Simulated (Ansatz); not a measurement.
LaB₆ (CaB6 type, space group Pm-3m)

```yaml
crystal:
  lattice:
    - [4.15497, 0.00000, 0.00000]
    - [0.00000, 4.15497, 0.00000]
    - [0.00000, 0.00000, 4.15497]
  atoms:
    - { symbol: La, position: [0.00000, 0.00000, 0.00000] }
    - { symbol: B, position: [0.19979, 0.50000, 0.50000] }
    - { symbol: B, position: [0.80021, 0.50000, 0.50000] }
    - { symbol: B, position: [0.50000, 0.50000, 0.19979] }
    - { symbol: B, position: [0.50000, 0.50000, 0.80021] }
    - { symbol: B, position: [0.50000, 0.19979, 0.50000] }
    - { symbol: B, position: [0.50000, 0.80021, 0.50000] }
```

Equation-of-state scan: isotropic scaling of the cell above, V₀ being its volume. The atoms relax within the cell's symmetry.

Method: PBE (plane waves to 420 eV, PAW, scalar-relativistic; Ansatz, a first-principles code). k mesh 11×11×11 (Γ-centred), Fermi-Dirac smearing 0.05 eV. Energies are smeared free energies. Compression counts positive. LaB6 is run without spin polarisation. LaB6 was relaxed with its symmetry unable to fall. The zero of ΔE is the relaxed starting cell.

The scan covers V/V₀ from 0.940 to 1.060 in 11 points.

What is the fitted pressure derivative B₀′?

3.7.

What bulk modulus B₀ follows from a third-order Birch-Murnaghan fit?

174 GPa.

(Under strain, the slope of the energy per volume gives the stress and its curvature an elastic modulus.)
